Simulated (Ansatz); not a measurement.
**In5Sb (F-43m)**

Level of theory: DFT PBE, scalar-relativistic, plane waves, PAW in Ansatz 0.2.0.

Settings: cutoff 420 eV, Γ-centred mesh 8×8×8 on the computed 6-atom cell, Gaussian smearing of 0.10 eV; no spin polarisation.

The structure is relaxed at this level of theory with its symmetry kept, and needn't be the ground state of this composition.

```yaml
crystal:
  lattice:
    - [0.00000, 4.43679, 4.43679]
    - [4.43679, 0.00000, 4.43679]
    - [4.43679, 4.43679, 0.00000]
  atoms:
    - { symbol: In, position: [0.50000, 0.50000, 0.50000] }
    - { symbol: In, position: [0.12477, 0.62569, 0.12477] }
    - { symbol: In, position: [0.12477, 0.12477, 0.12477] }
    - { symbol: In, position: [0.62569, 0.12477, 0.12477] }
    - { symbol: In, position: [0.12477, 0.12477, 0.62569] }
    - { symbol: Sb, position: [0.75000, 0.75000, 0.75000] }
```

Formation energy from the elements' standard states (uncorrected)?

+0.143 eV/atom.

Kohn–Sham band gap?

none (metal).

Density of states at the Fermi level?

3.4 states/eV per cell.

Orbital (Löwdin) character within 0.5 eV of the Fermi level?

In 5p 46 %, Sb 5p 31 %, In 5s 20 %.

Bader charge by site (e)?

In (1 in the cell) 0.15, In (4 in the cell) 0.05, Sb (1 in the cell) -0.36.

Spin-orbit coupling is left out, which matters for the bands of heavy elements.

Another cell of In5Sb relaxed alike, in P-62m, lies 121 meV/atom lower, so this cell isn't the stable form at this level.

The cell was found from a structure generator's guess, not taken from experiment. Löwdin shares on free-atom orbitals overweight diffuse shells.
